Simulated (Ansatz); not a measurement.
With r²SCAN in the plane-wave PAW code Ansatz, AlPd₃N in the anti-perovskite structure (Pm-3m) relaxes to a = 4.104 Å. Al has 12 nearest neighbours from 2.90 Å (cuboctahedral); N has 6 nearest neighbours from 2.05 Å (octahedral). Its formation energy from the elements is 0.004 eV/atom, with no fitted shifts.

Electronic character: metallic (no gap). Gap from r²SCAN with spin–orbit coupling: none (metallic).

The bulk modulus is 183 GPa. The relaxed-ion elastic constants in GPa are C11 = 299, C12 = 126, C44 = 31.7. The elastic constants imply a Debye temperature near 330 K. Bader charges are Al +1.24, Pd -0.09, N -0.98 e.

The start of the workflow was typed in or built on a structure type; neither database checked (COD, Materials Project) lists it. Its standing as an ambient phase is unchecked. The cell was relaxed with r²SCAN under the symmetry of its start; whether a distortion lowers the energy is not shown. No spin polarisation was allowed. The volume moved by 16 % from the start of the relaxation. As this level gives no gap, shear constants depend on the k-mesh and smearing (Fermi–Dirac, 0.1 eV here). The references are the lowest solids computed at this level, not always the standard phases (solids in place of the gases). Spin–orbit coupling is left out wherever it is not named.

Potentials: the later of the program's two PAW sets.
